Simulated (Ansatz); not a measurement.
Course of a relaxation: TaF4

The guess for TaF4 was made by a generator: ordered vacancies on the cation sites of fluorite (P4/mmm, No. 123) (occupants of the shared sites, in ratio, Ta: 1, vacant: 1). The dimensions are guesses.

```yaml
crystal:
  lattice:
    - [4.20639, 0.00000, 0.00000]
    - [0.00000, 4.20639, 0.00000]
    - [0.00000, 0.00000, 5.94873]
  atoms:
    - { symbol: Ta, position: [0.00000, 0.00000, 0.00000] }
    - { symbol: F, position: [0.50000, 0.00000, 0.25000] }
    - { symbol: F, position: [0.00000, 0.50000, 0.75000] }
    - { symbol: F, position: [0.50000, 0.00000, 0.75000] }
    - { symbol: F, position: [0.00000, 0.50000, 0.25000] }
```

All numbers below come from DFT PBE, scalar-relativistic, plane waves, PAW (Ansatz 0.2.0). Cutoff 420 eV, Gaussian smearing, Γ-centred meshes. Cell and atoms relax first on a coarse mesh and then on a finer one. In between, the cell is made exact in the group found at 0.06 Å. In metals the finer mesh still leaves noise of several meV/atom or more. The steps can't lower the symmetry of their start. Collinear spin is switched on along the way, since trial moments persisted in a coarse test.

Steps on the 4×4×4 mesh (5 atoms, 13 steps). The free energy counts from the last step; the plane-wave basis is renewed at times, which shifts energy and pressure.

```
step  ΔF (meV/atom)  V (Å³/atom)  P (GPa)  largest force component (eV/Å)
   1         1327.1        21.05   -24.86                           3.069
   2          525.9        18.39   -22.24                           1.781
   3          155.3        16.27   -13.95                           0.389
   4            7.5        14.60    -3.04                           0.078
   5           -3.7        14.19     1.61                           0.044
   6           -4.1        14.53     0.45                           0.014
   7           -3.3        15.24    -0.01                           0.068
   8           -3.1        15.53    -0.04                           0.009
   9           -1.5        15.97     0.13                           0.055
  10           -2.2        15.83    -0.01                           0.001
  11            0.1        15.83    -0.41                           0.000
  12           -0.4        15.72     0.07                           0.006
  13            0.0        15.72     0.02                           0.006
```

The relaxed structure, after a last relaxation on the converged mesh:

```cif
data_structure
_symmetry_space_group_name_H-M 'P 1'
_symmetry_Int_Tables_number 1
_cell_length_a 3.5542
_cell_length_b 3.5542
_cell_length_c 6.1776
_cell_angle_alpha 90.000
_cell_angle_beta 90.000
_cell_angle_gamma 90.000
_cell_volume 78.04
loop_
_atom_site_label
_atom_site_type_symbol
_atom_site_fract_x
_atom_site_fract_y
_atom_site_fract_z
_atom_site_occupancy
Ta1 Ta 0.00000 0.00000 0.00000 1
F1 F 0.50000 0.00000 0.18353 1
F2 F 0.00000 0.50000 0.81647 1
F3 F 0.50000 0.00000 0.81647 1
F4 F 0.00000 0.50000 0.18353 1
```

The symmetry stays P4/mmm (No. 123). The volume per atom shrinks by 25.9 %, from 21.1 to 15.6 Å³. The shortest distance goes from 2.58 Å (Ta–F) to 2.11 Å (Ta–F). The ratio c/a of the conventional cell changes by a factor of 1.23. The energy falls by about 1.3 eV/atom (the start's value is from the coarse mesh). Around Ta lie 8 F at 2.11 Å; F has 2 Ta at 2.11 Å, 1 F at 2.27 Å and 4 F at 2.51 Å.

- Volume per atom: 15.6 Å³
- Density: 5.5 g/cm³
- Energy over the elements: −2.81 eV/atom
- Gap on the 10×10×6 mesh of the 5-atom cell: 0 eV (a metal)
- Net moment per atom: 0.20 μB
- Moment by site: Ta 0.5 μB

Energies over the elements count from the elements' standard structures at the same level (F₂ as a molecule), with no fitted energy shifts.

The last run used collinear spin and Gaussian smearing of 0.10 eV. Weakly bound directions are ill-defined at this level, which has no dispersion term. Spin–orbit coupling, which can matter for Ta, is left out. Another magnetic order may lie lower. Symmetry constrained the relaxation, so the result can be a saddle point. In all, the 4 runs took 3.1 min on 1 thread of Intel(R) Xeon(R) Platinum 8488C (Sapphire Rapids), on a shared host. Site moments count only spheres around the atoms; the net moment includes the space between them.
